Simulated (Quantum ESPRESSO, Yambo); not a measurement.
Rb₂NaYF₆ (space group Fm-3m, No. 225): one geometry, one set of PBEsol (pw.x of Quantum ESPRESSO, ONCV potentials, without SOC) orbitals, self-energies from Yambo (2×2×2 Γ-centred k mesh, bands 2 to 272 and a 7 Ry block in the screening, 272 bands in G with the Bruneval-Gonze terminator, plasmon pole fitted at 27.2 eV).

| level | gap Γ → Γ (eV) |
|---|---|
| PBEsol (Quantum ESPRESSO) | 6.32 |
| exchange only (Hartree-Fock self-energy on PBEsol orbitals) | ___ |
| static COHSEX@PBEsol | 11.10 |
| G0W0@PBEsol, plasmon pole | 9.94 |
| G0W0@PBEsol, multipole fit to 8 frequencies, no terminator | ___ |

Task: What belongs in the gaps?

Result: 
- exchange only (Hartree-Fock self-energy on PBEsol orbitals), gap Γ → Γ (eV): 18.31
- G0W0@PBEsol, multipole fit to 8 frequencies, no terminator, gap Γ → Γ (eV): 9.72

Bare exchange has no screening and gives the widest gap; static COHSEX screens it but leaves out the frequency dependence, which G0W0 restores.

Nearest settings tried, and what they do to the gap: 132 bands in W: +132 meV. Not varied: bands in G, block, mesh. So the settings aren't converged at that level. The k mesh is coarse.

Geometry of the Materials Project entry, not relaxed at this level; primitive cell a = 6.383 Å, b = 6.383 Å, c = 6.383 Å, α = 60.00°, β = 60.00°, γ = 60.00°.
